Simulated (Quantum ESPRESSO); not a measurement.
## ZrTi6Sn (a guest atom moved from site to site)

Simulated, not a measurement. The program is pw.x of Quantum ESPRESSO 7.5 (plane-wave density functional theory). The cell is made up: eight metal atoms on a face-centred cubic lattice, with elements, volume, strain and displacements drawn at random and not relaxed, so it may be unstable or far from any real phase. PseudoDojo standard norm-conserving files set the functional (PBE unless stated); there is no spin polarisation or spin-orbit coupling, the Fermi-Dirac width of 0.25 eV means electrons at about 2900 K, and the masses in the input are unused placeholders. The tin pseudopotential is less sure than most, with forces differing by about three percent from a second method on plain tin. A spin test at this wide smearing found no moment, but such smearing suppresses magnetism that the real alloy may have.

The runs move one Zr atom among sites that otherwise hold Ti. Cell, positions, cutoff, mesh and smearing stay as in the input of run 1; sites are counted in its order. Stress in the tables is positive in tension.

Input of run 1:

```
&control calculation='scf', pseudo_dir='./dojo.nc.sr.pbe.v0_5.standard.upf', outdir='./o', disk_io='minimal', tprnfor=.true., tstress=.true. /
&system ibrav=0, nat=8, ntyp=3, nbnd=66, ecutwfc=84.00895049, nosym=.true., tot_charge=0,
 occupations='smearing', smearing='fd', degauss=0.0183746611
/
&electrons conv_thr=1.470e-08, electron_maxstep=70, mixing_beta=0.5 /
ATOMIC_SPECIES
Sn 1.0 Sn.upf
Ti 1.0 Ti.upf
Zr 1.0 Zr.upf
CELL_PARAMETERS angstrom
0.0475 0.0414 -4.156
4.2103 -0.0073 -0.0475
0.0145 -8.5438 0.0827
ATOMIC_POSITIONS angstrom
Zr 0.1311 -0.1097 0.1476
Ti -0.1264 -4.1695 0.2313
Ti 2.2658 -2.1535 0.0907
Ti 2.072 -6.4761 0.1531
Ti -0.0077 -2.233 -1.9264
Ti 0.1903 -6.249 -2.0922
Ti 2.1095 0.1269 -2.097
Sn 2.0107 -4.3422 -1.8371
K_POINTS automatic
6 6 3 1 1 1
```

| run | elements on sites 1 to 8 | free energy less that of run 1 (eV) | -TS (eV) | pressure (GPa) | stress xx (GPa) | stress yy (GPa) | stress zz (GPa) | stress yz (GPa) | stress xz (GPa) | stress xy (GPa) | iterations |
| --- | --- | --- | --- | --- | --- | --- | --- | --- | --- | --- | --- |
| 1 | Zr Ti Ti Ti Ti Ti Ti Sn | 0.000 | -2.430 | 2.56 | -2.84 | -3.24 | -1.59 | -1.39 | -1.69 | -1.85 | 20 |
| 2 | Ti Zr Ti Ti Ti Ti Ti Sn | 0.237 | -2.423 | 3.25 | -3.34 | -3.33 | -3.07 | -1.09 | -2.08 | -1.22 | 19 |
| 3 | Ti Ti Zr Ti Ti Ti Ti Sn | 0.135 | -2.419 | 2.83 | -2.81 | -3.78 | -1.90 | -1.76 | -1.66 | -1.32 | 20 |
| 4 | Ti Ti Ti Zr Ti Ti Ti Sn | 0.169 | -2.449 | 3.08 | -2.32 | -4.18 | -2.75 | -0.80 | -1.54 | -1.49 | 21 |
| 5 | Ti Ti Ti Ti Ti Zr Ti Sn | 0.309 | -2.431 | 3.48 | -4.01 | -4.93 | -1.51 | -1.59 | -1.73 | -2.43 | 20 |
| 6 | Ti Ti Ti Ti Ti Ti Zr Sn | 0.080 | -2.424 | 2.58 | -2.15 | -3.56 | -2.02 | -1.03 | -1.64 | -1.24 | 19 |

Forces Fx Fy Fz (eV/Å):

| site | run 1 | run 2 | run 3 | run 4 | run 5 | run 6 |
| --- | --- | --- | --- | --- | --- | --- |
| 1 | -0.91 0.19 -0.85 | -0.57 0.15 -0.48 | -0.50 0.65 -0.46 | -0.69 -0.33 -0.47 | -0.58 -0.21 -0.62 | -0.84 0.00 -0.73 |
| 2 | 0.79 -0.52 -0.33 | 1.07 -0.92 -0.46 | 0.99 -1.07 -0.31 | 0.81 -0.23 -0.32 | 0.75 -0.06 -0.45 | 0.79 -0.57 -0.31 |
| 3 | -0.99 0.08 0.36 | -1.18 1.06 0.31 | -1.49 0.87 0.51 | -1.02 0.57 0.35 | -0.98 0.60 0.35 | -0.97 0.25 0.29 |
| 4 | 0.63 0.53 -0.33 | 0.41 -0.12 -0.32 | 0.49 0.16 -0.32 | 0.93 0.13 -0.66 | 0.81 0.05 -0.70 | 0.51 0.74 -0.45 |
| 5 | 0.18 0.27 0.04 | 0.23 1.27 0.14 | 0.53 0.58 -0.01 | 0.20 0.71 -0.02 | 0.20 0.64 0.01 | 0.19 0.46 0.03 |
| 6 | -1.72 -1.03 0.90 | -1.66 -1.71 0.90 | -1.68 -1.38 0.75 | -2.01 -1.21 1.11 | -2.73 -2.05 1.27 | -1.82 -0.92 0.76 |
| 7 | 0.80 -0.47 0.75 | 0.56 -0.59 0.49 | 0.52 -0.24 0.55 | 0.59 -1.27 0.60 | 0.70 -1.08 0.52 | 0.92 -0.91 0.93 |
| 8 | 1.21 0.96 -0.53 | 1.14 0.86 -0.59 | 1.13 0.43 -0.72 | 1.19 1.63 -0.61 | 1.83 2.10 -0.37 | 1.21 0.96 -0.53 |

The sites are displaced and not relaxed, so the energy differences mix bonding between neighbours with strain and are not ordering energies. A rerun of one cell of this series at a higher cutoff and on a denser mesh moved values by no more than 0.002 eV in energy, 0.02 GPa in stress and 0.003 eV/Å in force, and a second program with other atomic files agreed on that cell to 2 % rms in force and 0.5 GPa in pressure.